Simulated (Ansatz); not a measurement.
Consider the following.

MgO:
Space group Fm-3m (No. 225); a = 4.2150 Å, b = 4.2150 Å, c = 4.2150 Å, α = 90.00°, β = 90.00°, γ = 90.00°

```json
[
 {"atom": "Mg", "site": "4a", "symmetry": "m-3m", "x": "0.0000", "y": "0.0000", "z": "0.0000"},
 {"atom": "O", "site": "4b", "symmetry": "m-3m", "x": "0.5000", "y": "0.5000", "z": "0.5000"}
]
```
(The calculation used a cell of 2 atoms; values per cell refer to that cell.)

This is the PBEsol-relaxed structure.

All from PBEsol (plane waves, PAW; program Ansatz), unless another level is named. Predict the electronic dielectric constant ε∞ (DFPT).

3.24.

What about the static dielectric constant ε0 (ions relaxed, cell fixed)?

10.4.

What about the Born charges (a third of the trace)?

Mg +1.98, O -1.98 e.

The cell was relaxed with PBEsol under the symmetry of its start. The volume moved by -16 % from the start of the relaxation.

Potentials: the earlier of the program's two PAW sets. The files were generated under PBE; for other functionals the program regenerates the frozen cores, and for LDA and PBEsol the local potential too.
